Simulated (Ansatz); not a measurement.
V:
```cif
data_V2
_chemical_formula_sum 'V2'
_space_group_name_H-M_alt 'Im-3m'
_space_group_IT_number 229
_space_group_name_Hall '-I 4 2 3'
_cell_length_a 2.98185
_cell_length_b 2.98185
_cell_length_c 2.98185
_cell_angle_alpha 90.000
_cell_angle_beta 90.000
_cell_angle_gamma 90.000
loop_
_atom_site_label
_atom_site_type_symbol
_atom_site_symmetry_multiplicity
_atom_site_Wyckoff_symbol
_atom_site_fract_x
_atom_site_fract_y
_atom_site_fract_z
_atom_site_occupancy
V1 V 2 a 0.00000 0.00000 0.00000 1
```
(The calculation used a cell of 1 atom; values per cell refer to that cell.)

Relaxed with r²SCAN.

Which orbitals make up the states near the Fermi level in DFT-r²SCAN in the program Ansatz with PAW potentials?

Within 0.5 eV of the Fermi level: V 3d 87 %, V 4s 7 %, outside the projected shells 6 %. Projections are on Löwdin-orthogonalised atomic valence shells; empty p or d shells of many metals are not among them.

Tabulate the density of states.

States/eV per cell of 1 atom, in 0.25 eV bins, energy from the Fermi level.

```tsv
E (eV)	total	V 3d	V 4s	V 3p
-7.25	0.00	0.00	0.00	0.00
-7.00	0.02	0.00	0.01	0.00
-6.75	0.04	0.00	0.03	0.00
-6.50	0.05	0.00	0.05	0.00
-6.25	0.06	0.00	0.06	0.00
-6.00	0.08	0.00	0.07	0.00
-5.75	0.09	0.00	0.08	0.00
-5.50	0.10	0.00	0.09	0.00
-5.25	0.11	0.01	0.10	0.00
-5.00	0.13	0.01	0.11	0.00
-4.75	0.15	0.01	0.12	0.00
-4.50	0.17	0.02	0.14	0.01
-4.25	0.19	0.03	0.15	0.01
-4.00	0.23	0.05	0.17	0.01
-3.75	0.28	0.08	0.19	0.01
-3.50	0.42	0.18	0.22	0.01
-3.25	0.76	0.48	0.26	0.01
-3.00	0.90	0.64	0.24	0.01
-2.75	1.05	0.81	0.22	0.01
-2.50	1.40	1.15	0.21	0.01
-2.25	1.19	1.02	0.13	0.01
-2.00	0.82	0.74	0.06	0.01
-1.75	0.63	0.58	0.03	0.00
-1.50	0.53	0.50	0.01	0.00
-1.25	2.17	2.07	0.01	0.02
-1.00	1.92	1.82	0.03	0.01
-0.75	1.83	1.68	0.06	0.01
-0.50	1.69	1.50	0.09	0.01
-0.25	2.11	1.83	0.16	0.01
0.00	1.70	1.47	0.13	0.01
0.25	1.26	1.10	0.07	0.01
0.50	0.70	0.59	0.04	0.00
0.75	0.44	0.35	0.03	0.00
1.00	0.44	0.37	0.02	0.00
1.25	0.50	0.45	0.01	0.00
1.50	0.65	0.63	0.00	0.00
1.75	1.10	1.08	0.01	0.00
2.00	1.35	1.33	0.01	0.00
2.25	1.80	1.77	0.01	0.00
2.50	2.05	2.03	0.01	0.00
2.75	2.23	2.21	0.01	0.00
3.00	2.94	2.90	0.02	0.00
3.25	2.77	2.68	0.07	0.00
3.50	1.38	1.28	0.07	0.00
3.75	1.16	1.05	0.08	0.00
4.00	0.89	0.79	0.08	0.00
4.25	0.48	0.37	0.09	0.00
4.50	0.41	0.28	0.10	0.00
4.75	0.37	0.22	0.10	0.00
```

Symmetry was held in the r²SCAN relaxation. The workflow began spin-polarised and lost its moments.

Potentials: the later of the program's two PAW sets.
